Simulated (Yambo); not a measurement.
Yambo run on K₂CO₃ (space group C2/c, No. 15). The wavefunctions are norm-conserving PBEsol (Quantum ESPRESSO, 84 Ry, no spin-orbit coupling) ones on a 2×2×2 mesh (40 occupied bands); a = b = 5.742 Å, c = 6.706 Å, α = β = 95.34°, γ = 121.68°.

Yambo input:

```
rim_cut
gw0
dyson
el_el_corr
HF_and_locXC
ppa
em1d
RandQpts= 1000000
RandGvec= 1 Ry
EXXRLvcs= 84 Ry
VXCRLvcs= 336 Ry
Chimod= "HARTREE"
% BndsRnXp
 1 | 180 |
%
NGsBlkXp= 7 Ry
% LongDrXp
 1.0 | 1.0 | 1.0 |
%
PPAPntXp= 27.2114 eV
% GbndRnge
 1 | 180 |
%
GTermKind= "BG"
DysSolver= "n"
ExtendOut
% QPkrange
 1 | 1 | 40 | 41 |
%
```

k points by index: 1 = Γ.

The o-*.qp file then holds:

```
#    K-point    Band    Eo [eV]    E [eV]    E-Eo [eV]    Vxc [eV]    Vnlxc [eV]    Sc|Eo [eV]    Sc|E [eV]    dSc/dw|Eo [eV]    Re(Z)    Im(Z)
#
    1    40    0.000000    -1.598258    -1.598258    -19.80064    -25.93249    4.168841    4.533597    -6.209730    0.814196    -0.001106
    1    41    4.010220    5.106404    1.096184    -8.644011    -4.383570    -3.023763    -3.164258    -3.487384    0.886399    -0.698453E-3
```
(The two width columns are left out.) Convergence of these settings isn't established.

Geometry of the Materials Project entry, not relaxed at this level.
